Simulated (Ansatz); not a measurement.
# CO₂: field gradients at two levels of theory

Cell: a Materials Project structure (computed, not necessarily an observed phase).

Space group Pa-3 (No. 205); a = 5.4971 Å.

| site | Wyckoff | site symmetry | x | y | z |
| --- | --- | --- | --- | --- | --- |
| C | 4a | .-3. | 0.0000 | 0.0000 | 0.0000 |
| O | 8c | .3. | 0.1225 | 0.1225 | 0.1225 |

One atom of each set is listed.

First run. Level of theory: DFT, PBE, plane waves and PAW, scalar-relativistic, 420 eV cutoff, Γ-centred 4×4×4 k-points, Fermi–Dirac smearing 0.02 eV (Ansatz 0.2.0).

| site | V_zz (10²¹ V/m²) | η |
| --- | --- | --- |
| C | -2.94 | 0.00 |
| O | 7.14 | 0.00 |

Second run. The same atoms and settings, except that the functional is r2SCAN and the cutoff is 500 eV.

Task: What does the second run give?

Result: 

| site | V_zz | η | change of V_zz |
| --- | --- | --- | --- |
| C | -3.57 | 0.00 | -0.63 |
| O | 7.69 | 0.00 | +0.55 |

The largest change of V_zz is on C, from -2.94 to -3.57. In per cent, |V_zz| changes by +21 on C, +8 on O (all sites that start above 0.5).

For the second run: The largest force is 0.7 eV/Å, so the atoms aren't at the calculated equilibrium and relaxing them would move these values.
